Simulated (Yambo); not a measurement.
Yambo run on CaCd2P2 (space group P-3m1, No. 164). The wavefunctions come from this Quantum ESPRESSO step (PBEsol, PseudoDojo standard norm-conserving files, scalar-relativistic):

```
&CONTROL
  calculation = 'nscf'
  pseudo_dir = './pseudo'
  outdir = './out'
/
&SYSTEM
  ibrav = 0
  nat = 5
  ntyp = 3
  ecutwfc = 102.0
  ecutrho = 408.0
  occupations = 'fixed'
  force_symmorphic = .true.
  nbnd = 218
/
&ELECTRONS
  conv_thr = 5e-09
  diago_full_acc = .true.
  diago_thr_init = 1e-08
/
ATOMIC_SPECIES
P 30.9738 P.upf
Ca 40.0780 Ca.upf
Cd 112.4140 Cd.upf
CELL_PARAMETERS angstrom
  4.292310216000   0.000000000000   0.000000000000
 -2.146155108000   3.717249688000   0.000000000000
  0.000000000000   0.000000000000   7.055450000000
ATOMIC_POSITIONS crystal
P   0.666666667000   0.333333333000   0.759470000000
P   0.333333333000   0.666666667000   0.240530000000
Ca   0.000000000000   0.000000000000   0.000000000000
Cd   0.333333333000   0.666666667000   0.638110000000
Cd   0.666666667000   0.333333333000   0.361890000000
K_POINTS automatic
3 3 2 0 0 0
```

Yambo input:

```
rim_cut
gw0
dyson
el_el_corr
HF_and_locXC
ppa
em1d
RandQpts= 1000000
RandGvec= 1 Ry
EXXRLvcs= 102 Ry
VXCRLvcs= 408 Ry
Chimod= "HARTREE"
% BndsRnXp
 10 | 217 |
%
NGsBlkXp= 8 Ry
% LongDrXp
 1.0 | 1.0 | 1.0 |
%
PPAPntXp= 27.2114 eV
% GbndRnge
 1 | 217 |
%
GTermKind= "BG"
DysSolver= "n"
ExtendOut
% QPkrange
 1 | 1 | 30 | 31 |
 2 | 2 | 30 | 31 |
 5 | 5 | 30 | 31 |
 6 | 6 | 30 | 31 |
%
```

k points by index: 1 = Γ, 2 = A, 5 = K, 6 = H.

Table of the .qp output:

```
#    K-point    Band    Eo [eV]    E [eV]    E-Eo [eV]    Vxc [eV]    Vnlxc [eV]    Sc|Eo [eV]    Sc|E [eV]    dSc/dw|Eo [eV]    Re(Z)    Im(Z)
#
    1    30    0.000000    -0.595418    -0.595418    -13.18233    -15.11738    1.171036    1.339631    -7.703915    0.779351    -0.001465
    1    31    0.746846    0.851038    0.104191    -10.82620    -6.632147    -4.062682    -4.089857    -7.089456    0.793313    -0.001398
    2    30    -0.554811    -1.148286    -0.593475    -13.01142    -15.18480    1.412165    1.579909    -7.689874    0.779664    -0.001618
    2    31    1.021632    1.392331    0.370699    -11.83534    -7.216815    -4.152972    -4.247826    -6.960585    0.796305    -0.001377
    5    30    -1.962894    -2.585229    -0.622335    -12.32359    -14.79393    1.670079    1.848009    -7.778912    0.777682    -0.001237
    5    31    2.571504    2.681148    0.109644    -10.46739    -6.244395    -4.086641    -4.113351    -6.623427    0.804241    -0.995979E-3
    6    30    -1.514640    -2.036318    -0.521678    -12.06270    -14.10298    1.369261    1.518604    -7.789009    0.777458    -0.001009
    6    31    2.109517    2.400244    0.290728    -11.51406    -7.063714    -4.086217    -4.159618    -6.867228    0.798486    -0.001379
```
(The two width columns are left out.) Convergence of these settings isn't established.

Spin-orbit coupling is not included.

Geometry of the Materials Project entry, not relaxed at this level.
